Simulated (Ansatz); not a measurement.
BaTiO$_{3}$:
```
CELL_PARAMETERS angstrom
      3.98518     0.00000     0.00000
      0.00000     3.98518     0.00000
      0.00000     0.00000     4.20253
ATOMIC_POSITIONS crystal
  Ba 0.00000 0.00000 0.99770
  Ti 0.50000 0.50000 0.48044
  O  0.50000 0.50000 0.04930
  O  0.00000 0.50000 0.52878
  O  0.50000 0.00000 0.52878
```

Relaxed with PBE.

Q: Give the Bader charges and basin volumes of the independent atoms, the program Ansatz at the PBE level (PAW).

A: 

| atom | Bader charge (e) | Bader volume (Å³) |
|---|---|---|
| Ba1 | +1.54 | 21.1 |
| Ti2 | +2.19 | 7.4 |
| O3 | -1.21 | 12.7 |
| O4 | -1.26 | 12.8 |

Space group P4mm. Symmetry was held in the PBE relaxation. At this level the phase is dynamically unstable (imaginary phonons). The run is not spin-polarised. Scalar-relativistic: spin–orbit coupling is off unless named, which matters more the heavier the elements.

Potentials: the later of the program's two PAW sets.
